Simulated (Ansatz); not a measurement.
La₃Bi (L12 type), DFT, PBEsol, all-electron LAPW, scalar-relativistic (Ansatz 0.2.0), on 1 thread of AMD EPYC 7R32 (Zen 2) (shared host).

Command: `ansatz run input.yaml --threads 1 --pin off --max-ram 3072MiB --backend cpu --events-out ev --progress --plain --runs-dir out`

```yaml
crystal:
  lattice:
    - [4.4184270252, 0.0, 0.0]
    - [0.0, 4.4184270252, 0.0]
    - [0.0, 0.0, 4.4184270252]
  atoms:
    - { symbol: Bi, position: [0.0, 0.0, 0.0] }
    - { symbol: La, position: [0.0, 0.5, 0.5] }
    - { symbol: La, position: [0.5, 0.0, 0.5] }
    - { symbol: La, position: [0.5, 0.5, 0.0] }
kpoints:
  mp_grid: { grid: [7, 7, 7] }
  band_path:
    path:
      - [0.0, 0.0, 0.0]
      - [0.0, 0.5, 0.0]
      - [0.5, 0.5, 0.0]
      - [0.0, 0.0, 0.0]
      - [0.5, 0.5, 0.5]
      - [0.0, 0.5, 0.0]
      - [0.5, 0.5, 0.5]
      - [0.5, 0.5, 0.0]
    npoints: 8
scf:
  occupations: { method: fermi_dirac, width: 0.05 }
hamiltonian:
  xc: pbesol
  pseudopotentials: { kind: all_electron, lapw: { basis_error: 0.0005 } }
output:
  forces: true
  stress: true
  eigenvalues: true
  populations: true
```

Task: How large is the problem that the program sets up?

Result: 20 irreducible k-points, 515 plane waves at Γ, 75 bands.

Task: About how long does it take, and how much memory?

Result: 57 s of wall time for 11 SCF iterations, with a peak of 0.53 GiB. Times on shared machines scatter by tens of per cent.
